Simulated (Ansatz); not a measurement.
## C: computed property card

C:
```
C
1.0
    2.45302     0.00000     0.00000
   -1.22651     2.12438     0.00000
    0.00000     0.00000     3.58566
C
2
Direct
  0.33333   0.66667   0.00000
  0.66667   0.33333   0.00000
```

Space group P6/mmm (No. 191); conventional cell a = 2.4530 Å, b = 2.4530 Å, c = 3.5857 Å, α = 90.00°, β = 90.00°, γ = 120.00°.

Method: r²SCAN+D4 (plane waves, PAW; program Ansatz). Geometry: relaxed at this level of theory. Other levels are named where they apply.

### Cell and energy

```json
{
  "volume_per_atom": "9.34 Å³",
  "density": "2.13 g/cm³"
}
```

### Electronic structure

```json
{
 "electronic_character": "no gap, with almost no states at the Fermi level (zero-gap or semimetallic)",
 "Density of states at the Fermi level": "0.01 states/eV per atom (mean over ±0.08 eV)"
}
```

The workflow started from a Materials Project entry (that database holds measured and hypothetical structures alike); the Crystallography Open Database copy checked does not list it. It is not the phase usual at ambient conditions (space group No. 194, 227). The r²SCAN+D4 relaxation kept the symmetry of its start; its stability against distortions is not shown here.

Potentials: the later of the program's two PAW sets.
